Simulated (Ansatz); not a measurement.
B4C:
```
CELL_PARAMETERS angstrom
      2.80841     1.62143     4.02009
     -2.80841     1.62143     4.02009
      0.00000    -3.24287     4.02009
ATOMIC_POSITIONS crystal
  B  0.30925 0.80616 0.80616
  B  0.69075 0.19384 0.19384
  B  0.80616 0.30925 0.80616
  B  0.19384 0.69075 0.19384
  B  0.80616 0.80616 0.30925
  B  0.19384 0.19384 0.69075
  B  0.67035 0.99407 0.99407
  B  0.32965 0.00593 0.00593
  B  0.99407 0.67035 0.99407
  B  0.00593 0.32965 0.00593
  B  0.99407 0.99407 0.67035
  B  0.00593 0.00593 0.32965
  C  0.61038 0.61038 0.61038
  C  0.38962 0.38962 0.38962
  C  0.50000 0.50000 0.50000
```

x, y and z are the axes in which the lattice vectors are written.

Question: Give the high-frequency dielectric tensor and the Born effective charge tensors of the independent atoms from DFPT, the program Ansatz at the PBEsol level (PAW).

Answer: 
ε∞:
```
7.81  0.00  0.00
0.00  7.81  0.00
0.00  0.00  9.53
```
Z* of atom 1 (B), rows: field, columns: displacement, in e:
```
 0.77   0.51  -0.03
 0.51   0.18  -0.01
-0.84  -0.49  -0.18
```
Z* of atom 7 (B), rows: field, columns: displacement, in e:
```
-0.05   0.14   0.06
 0.14  -0.21   0.03
 0.33   0.19   0.03
```
Z* of atom 13 (C), rows: field, columns: displacement, in e:
```
-1.72   0.00   0.00
 0.00  -1.72   0.00
 0.00   0.00  -2.64
```
Z* of atom 15 (C), rows: field, columns: displacement, in e:
```
1.39  0.00  0.00
0.00  1.39  0.00
0.00  0.00  6.18
```

Space group R-3m. The workflow started from a Materials Project entry (that database holds measured and hypothetical structures alike); the Crystallography Open Database copy checked does not list it. Its standing as an ambient phase is unchecked. The PBEsol relaxation kept the symmetry of its start; phonons on a q-mesh show no instability.

Potentials: the later of the program's two PAW sets.
